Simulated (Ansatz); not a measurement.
LaF:
```yaml
crystal:
  lattice:
    - [4.32186, 0.00000, 0.00000]
    - [-2.16093, 3.74284, 0.00000]
    - [0.00000, 0.00000, 5.42658]
  atoms:
    - { symbol: La, position: [0.33333, 0.66667, 0.25000] }
    - { symbol: La, position: [0.66667, 0.33333, 0.75000] }
    - { symbol: F, position: [0.33333, 0.66667, 0.75000] }
    - { symbol: F, position: [0.66667, 0.33333, 0.25000] }
```

Relaxed with r²SCAN. Special points in fractions of this cell's reciprocal vectors: Γ (0.000, 0.000, 0.000); M (0.500, 0.000, 0.000); K (0.333, 0.333, 0.000); A (0.000, 0.000, 0.500); L (0.500, 0.000, 0.500); H (0.333, 0.333, 0.500).

### Question
List the band energies nearest the Fermi level at these points for r²SCAN with spin–orbit coupling in the plane-wave PAW code Ansatz.

### Answer
In eV from the Fermi level; about four levels below and three above (degenerate sets whole), none deeper than 8.9 eV; points with the same levels are listed once.

```
k                    below                above
-  -----------------------  -------------------
Γ  -8.00 -8.00 -1.74 -1.74  0.19 0.19 0.23 0.23
M  -0.74 -0.74 -0.54 -0.54  1.03 1.03 1.41 1.41
K  -1.81 -1.81 -0.99 -0.99  1.25 1.25 1.29 1.29
A  -0.23 -0.23 -0.23 -0.23  1.06 1.06 1.06 1.06
L  -0.64 -0.64 -0.64 -0.64  0.93 0.93 0.93 0.93
H  -0.78 -0.78 -0.73 -0.73  0.99 0.99 1.00 1.00
```

Space group P6_3/mmc. The workflow started from a Materials Project entry (that database holds measured and hypothetical structures alike); the Crystallography Open Database copy checked does not list it. Whether it is the stable phase at ambient conditions was not checked. Symmetry was held in the r²SCAN relaxation; its stability against distortions is not shown here.

Potentials: the later of the program's two PAW sets.
